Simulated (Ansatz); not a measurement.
YHg, DFT, LDA, all-electron PAW with datasets made for the crystal, scalar-relativistic (Ansatz 0.2.0), run on 1 thread of Intel(R) Xeon(R) Platinum 8488C (Sapphire Rapids) on a shared host.

The geometry is COD entry 1523310, unchecked; take it as a test cell. The listed cell was then made from it by scaling, straining or moving an atom.

Command: `ansatz run input.yaml --threads 1 --pin off --max-ram 3072MiB --backend cpu --events-out ev --progress --plain --runs-dir out`

```yaml
crystal:
  lattice:
    - [3.6696855268, 0.0, 0.0]
    - [0.0, 3.6696855268, 0.0]
    - [0.0, 0.0, 3.6696855268]
  atoms:
    - { symbol: "Y", position: [0.5, 0.5, 0.5] }
    - { symbol: Hg, position: [0.0, 0.0, 0.0] }
kpoints:
  mp_grid: { grid: [11, 11, 11] }
scf:
  occupations: { method: fermi_dirac, width: 0.08 }
hamiltonian:
  xc: lda
  pseudopotentials: { kind: all_electron, datasets: crystal }
output:
  forces: true
  stress: true
  eigenvalues: true
  efg: { contact_densities: true }
```

(1) How large is the problem that the program sets up?

(2) Estimate the wall time and the peak memory.

(3) And the same cell and mesh by frozen-core PAW, asked for forces, stress, eigenvalues, efg, on the same hardware?

## Answers

(1) 56 irreducible k-points, 461 plane waves at Γ, 17 bands.

(2) 8.2 s of wall time for 8 SCF iterations, with a peak of 0.48 GiB. Times on shared machines scatter by tens of per cent.

(3) 4.2 s, peak memory 0.46 GiB.
